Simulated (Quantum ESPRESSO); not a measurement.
AlInGa2P4, input and log of a self-consistent run

Simulated, not a measurement. The program is pw.x of Quantum ESPRESSO 7.5 (plane-wave density functional theory). The cell is made up: 8 atoms on a zincblende/diamond lattice, with randomly drawn elements, strain and displacements, not relaxed. PseudoDojo standard norm-conserving files (v0.5 for PBE, v0.4.1 for LDA and PBEsol) set the functional; there is no spin polarisation, spin-orbit coupling or dispersion term, and the masses in the input are unused placeholders.

Input:

```
&control calculation='scf', pseudo_dir='./dojo.nc.sr.pbe.v0_5.standard.upf', outdir='./o', disk_io='medium', tprnfor=.true., tstress=.true. /
&system ibrav=0, nat=8, ntyp=4, nbnd=37, ecutwfc=79.96652505, nosym=.true., tot_charge=0,
 occupations='smearing', smearing='fd', degauss=0.0018374661
/
&electrons conv_thr=7.350e-09, electron_maxstep=60, /
ATOMIC_SPECIES
Al 1.0 Al.upf
Ga 1.0 Ga.upf
In 1.0 In.upf
P 1.0 P.upf
CELL_PARAMETERS angstrom
5.7435 0.0 0.0
0.0 5.7435 0.0
0.0 0.0 5.7435
ATOMIC_POSITIONS angstrom
Al 0.1009 -0.0109 0.0076
In 0.0338 2.665 2.9757
Ga 2.8987 -0.0562 2.788
Ga 2.7607 2.8832 0.0638
P 1.3834 1.4569 1.4464
P 1.3564 4.2565 4.3625
P 4.2532 1.3092 4.2176
P 4.2759 4.433 1.3918
K_POINTS automatic
4 4 4 1 1 1
```

The log is shortened where brackets say so; the opening notice, blank lines, dates and the lines on written files are dropped, and the path of the files is cut. It prints rydbergs, bohrs and kilobars, and counts compression as positive stress.

```
     Program PWSCF v.7.5
     Parallel version (MPI & OpenMP), running on       1 processor cores
     Number of MPI processes:                 1
     Threads/MPI process:                     1
     [start-up lines left out]
     bravais-lattice index     =            0
     lattice parameter (alat)  =      10.8536  a.u.
     unit-cell volume          =    1278.5758 (a.u.)^3
     number of atoms/cell      =            8
     number of atomic types    =            4
     number of electrons       =        62.00
     number of Kohn-Sham states=           37
     kinetic-energy cutoff     =      79.9665  Ry
     charge density cutoff     =     319.8661  Ry
     scf convergence threshold =      7.3E-09
     mixing beta               =       0.7000
     number of iterations used =            8  plain     mixing
     Exchange-correlation= PBE
                           (   1   4   3   4   0   0   0)
     [axes and pseudopotential details left out]
   Cartesian axes
     site n.     atom                  positions (alat units)
         1        Al     tau(   1) = (   0.0175677  -0.0018978   0.0013232  )
         2        In     tau(   2) = (   0.0058849   0.4640028   0.5180987  )
         3        Ga     tau(   3) = (   0.5046923  -0.0097850   0.4854183  )
         4        Ga     tau(   4) = (   0.4806651   0.5019936   0.0111082  )
         5        P      tau(   5) = (   0.2408636   0.2536607   0.2518325  )
         6        P      tau(   6) = (   0.2361626   0.7410986   0.7595543  )
         7        P      tau(   7) = (   0.7405241   0.2279446   0.7343258  )
         8        P      tau(   8) = (   0.7444764   0.7718290   0.2423261  )
     number of k points=    32  Fermi-Dirac smearing, width (Ry)=  0.0018
                       cart. coord. in units 2pi/alat
        k(    1) = (   0.1250000   0.1250000   0.1250000), wk =   0.0625000
        k(    2) = (   0.1250000   0.1250000   0.3750000), wk =   0.0625000
     [further k points left out]
     Dense  grid:   123809 G-vectors     FFT dimensions: (  64,  64,  64)
     Estimated max dynamical RAM per process >     164.40 MB
     Initial potential from superposition of free atoms
     starting charge      61.9877, renormalised to      62.0000
     Starting wfcs are   47 randomized atomic wfcs
     total cpu time spent up to now is       16.7 secs
     per-process dynamical memory:    94.1 Mb
     Self-consistent Calculation
     iteration #  1     ecut=    79.97 Ry     beta= 0.70
     Davidson diagonalization with overlap
     ethr =  1.00E-02,  avg # of iterations =  4.0
     Threshold (ethr) on eigenvalues was too large:
     Diagonalizing with lowered threshold
     Davidson diagonalization with overlap
     ethr =  5.66E-04,  avg # of iterations =  2.0
     total cpu time spent up to now is       78.7 secs
     total energy              =    -498.88734937 Ry
     estimated scf accuracy    <       0.35585444 Ry
     iteration #  2     ecut=    79.97 Ry     beta= 0.70
     Davidson diagonalization with overlap
     ethr =  5.74E-04,  avg # of iterations =  2.6
     total cpu time spent up to now is      110.3 secs
     total energy              =    -498.97441470 Ry
     estimated scf accuracy    <       0.11209499 Ry
     iteration #  3     ecut=    79.97 Ry     beta= 0.70
     Davidson diagonalization with overlap
     ethr =  1.81E-04,  avg # of iterations =  2.4
     total cpu time spent up to now is      143.0 secs
     total energy              =    -498.99524226 Ry
     estimated scf accuracy    <       0.00710803 Ry
     iteration #  4     ecut=    79.97 Ry     beta= 0.70
     Davidson diagonalization with overlap
     c_bands:  1 eigenvalues not converged
     ethr =  1.15E-05,  avg # of iterations =  9.5
     total cpu time spent up to now is      181.3 secs
     total energy              =    -498.99716963 Ry
     estimated scf accuracy    <       0.00284395 Ry
     iteration #  5     ecut=    79.97 Ry     beta= 0.70
     Davidson diagonalization with overlap
     ethr =  4.59E-06,  avg # of iterations =  3.8
     total cpu time spent up to now is      209.6 secs
     total energy              =    -498.99764930 Ry
     estimated scf accuracy    <       0.00015228 Ry
     iteration #  6     ecut=    79.97 Ry     beta= 0.70
     Davidson diagonalization with overlap
     ethr =  2.46E-07,  avg # of iterations =  3.5
     total cpu time spent up to now is      237.7 secs
     total energy              =    -498.99767455 Ry
     estimated scf accuracy    <       0.00002755 Ry
     iteration #  7     ecut=    79.97 Ry     beta= 0.70
     Davidson diagonalization with overlap
     ethr =  4.44E-08,  avg # of iterations =  2.7
     total cpu time spent up to now is      268.8 secs
     total energy              =    -498.99768141 Ry
     estimated scf accuracy    <       0.00000188 Ry
     iteration #  8     ecut=    79.97 Ry     beta= 0.70
     Davidson diagonalization with overlap
     ethr =  3.03E-09,  avg # of iterations =  4.0
     total cpu time spent up to now is      302.4 secs
     total energy              =    -498.99768220 Ry
     estimated scf accuracy    <       0.00000026 Ry
     iteration #  9     ecut=    79.97 Ry     beta= 0.70
     Davidson diagonalization with overlap
     ethr =  4.26E-10,  avg # of iterations =  2.5
     total cpu time spent up to now is      330.6 secs
     total energy              =    -498.99768227 Ry
     estimated scf accuracy    <       0.00000003 Ry
     iteration # 10     ecut=    79.97 Ry     beta= 0.70
     Davidson diagonalization with overlap
     ethr =  4.23E-11,  avg # of iterations =  3.4
     total cpu time spent up to now is      360.1 secs
     End of self-consistent calculation
     [lines on levels left out]
!    total energy              =    -498.99768228 Ry
     estimated scf accuracy    <          6.0E-09 Ry
     smearing contrib. (-TS)   =      -0.00000000 Ry
     internal energy E=F+TS    =    -498.99768228 Ry
     The total energy is F=E-TS. E is the sum of the following terms:
     one-electron contribution =    -244.23043518 Ry
     hartree contribution      =     162.53055629 Ry
     xc contribution           =    -142.22609300 Ry
     ewald contribution        =    -275.07171039 Ry
     convergence has been achieved in  10 iterations
     Forces acting on atoms (cartesian axes, Ry/au):
     atom    1 type  1   force =    -0.04295316    0.00599506   -0.00761867
     atom    2 type  3   force =    -0.03983109    0.07468069   -0.01380927
     atom    3 type  2   force =    -0.02442447    0.00375414    0.01602142
     atom    4 type  2   force =     0.03098207    0.00720714   -0.01450334
     atom    5 type  4   force =     0.05631254   -0.05520187   -0.04713624
     atom    6 type  4   force =     0.04433057    0.02812523    0.00212636
     atom    7 type  4   force =    -0.03671670   -0.02124898    0.07882497
     atom    8 type  4   force =     0.01230024   -0.04331142   -0.01390523
     Total force =     0.181156     Total SCF correction =     0.000220
     Computing stress (Cartesian axis) and pressure
          total   stress  (Ry/bohr**3)                   (kbar)     P=      -23.37
  -0.00016352   0.00003222  -0.00015221          -24.06        4.74      -22.39
   0.00003222  -0.00017021   0.00009353            4.74      -25.04       13.76
  -0.00015221   0.00009353  -0.00014277          -22.39       13.76      -21.00
     init_run     :     15.74s CPU     16.49s WALL (       1 calls)
     electrons    :    334.39s CPU    343.46s WALL (       1 calls)
     forces       :      4.57s CPU      4.63s WALL (       1 calls)
     stress       :     16.39s CPU     17.14s WALL (       1 calls)
     [timing details left out]
     PWSCF        :   6m11.36s CPU   6m22.12s WALL
     JOB DONE.
```

In other units: free energy -6789.209 eV for the cell, pressure -2.34 GPa, largest force component 2.027 eV/Å. A rerun of a related cell, with the same atoms placed differently, at 1377 eV and a 6 x 6 x 6 mesh moved values by no more than 0.008 eV in energy, 0.02 GPa in stress and 0.002 eV/Å in force.